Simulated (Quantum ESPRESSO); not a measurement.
```cif
data_Cu4O2
_chemical_formula_sum 'O2 Cu4'
_space_group_name_H-M_alt 'P 1'
_space_group_IT_number 1
_cell_length_a 4.24670
_cell_length_b 4.24670
_cell_length_c 4.24670
_cell_angle_alpha 90.000
_cell_angle_beta 90.000
_cell_angle_gamma 90.000
loop_
_space_group_symop_operation_xyz
  'x, y, z'
loop_
_atom_site_label
_atom_site_type_symbol
_atom_site_fract_x
_atom_site_fract_y
_atom_site_fract_z
_atom_site_occupancy
O1 O 0.50000 0.50000 0.50000 1
O2 O 0.00000 0.00000 0.00000 1
Cu1 Cu 0.25000 0.25000 0.75000 1
Cu2 Cu 0.25000 0.75000 0.25000 1
Cu3 Cu 0.75000 0.75000 0.75000 1
Cu4 Cu 0.75000 0.25000 0.25000 1
```

The geometry is that of Materials Project entry mp-361, symmetrised and not relaxed again.

Problem. What does PBEsol (Quantum ESPRESSO, PseudoDojo norm-conserving, 92 Ry, no spin-orbit coupling) give for the electronic structure near the Fermi level?

Solution. The PBEsol gap is direct, 0.48 eV at Γ. The filled Cu 3d shell has no Hubbard U; semilocal functionals place it too high.
